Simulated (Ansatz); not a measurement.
Consider the following.

In₂O₃:
```
CELL_PARAMETERS angstrom
     -5.07916     5.07916     5.07916
      5.07916    -5.07916     5.07916
      5.07916     5.07916    -5.07916
ATOMIC_POSITIONS crystal
  In 0.28397 0.53397 0.75000
  In 0.71603 0.46603 0.25000
  In 0.21603 0.96603 0.25000
  In 0.78397 0.03397 0.75000
  In 0.75000 0.28397 0.53397
  In 0.25000 0.71603 0.46603
  In 0.25000 0.21603 0.96603
  In 0.75000 0.78397 0.03397
  In 0.53397 0.75000 0.28397
  In 0.46603 0.25000 0.71603
  In 0.96603 0.25000 0.21603
  In 0.03397 0.75000 0.78397
  In 0.00000 0.50000 0.00000
  In 0.00000 0.00000 0.50000
  In 0.50000 0.50000 0.50000
  In 0.50000 0.00000 0.00000
  O  0.53682 0.77227 0.54473
  O  0.46318 0.22773 0.45527
  O  0.72755 0.99210 0.95527
  O  0.27245 0.00790 0.04473
  O  0.96318 0.50790 0.23545
  O  0.03682 0.49210 0.76455
  O  0.77245 0.72773 0.26455
  O  0.22755 0.27227 0.73545
  O  0.54473 0.53682 0.77227
  O  0.45527 0.46318 0.22773
  O  0.95527 0.72755 0.99210
  O  0.04473 0.27245 0.00790
  O  0.23545 0.96318 0.50790
  O  0.76455 0.03682 0.49210
  O  0.26455 0.77245 0.72773
  O  0.73545 0.22755 0.27227
  O  0.77227 0.54473 0.53682
  O  0.22773 0.45527 0.46318
  O  0.99210 0.95527 0.72755
  O  0.00790 0.04473 0.27245
  O  0.50790 0.23545 0.96318
  O  0.49210 0.76455 0.03682
  O  0.72773 0.26455 0.77245
  O  0.27227 0.73545 0.22755
```

This is the r²SCAN-relaxed structure. Tensor components refer to the Cartesian frame of this cell.

**Question.** All from plane-wave PAW r²SCAN (Ansatz code), unless another level is named. Predict the band gap.

**Answer.** 1.65 eV (smallest direct gap 1.66 eV).

**Question.** And the formation energy from the elements (no fitted shifts)?

**Answer.** -1.83 eV/atom.

**Question.** And the valence-band maximum?

**Answer.** off the standard path, at k = (-0.104, -0.083, 0.083) in fractions of the reciprocal vectors.

**Question.** And the conduction-band minimum?

**Answer.** at Γ.

Space group Ia-3 (bixbyite). The cell was relaxed with r²SCAN under the symmetry of its start. The references are the lowest solids computed at this level, not always the standard phases (solids in place of the gases). Scalar-relativistic: spin–orbit coupling is off unless named, which matters more the heavier the elements.

Potentials: the later of the program's two PAW sets.
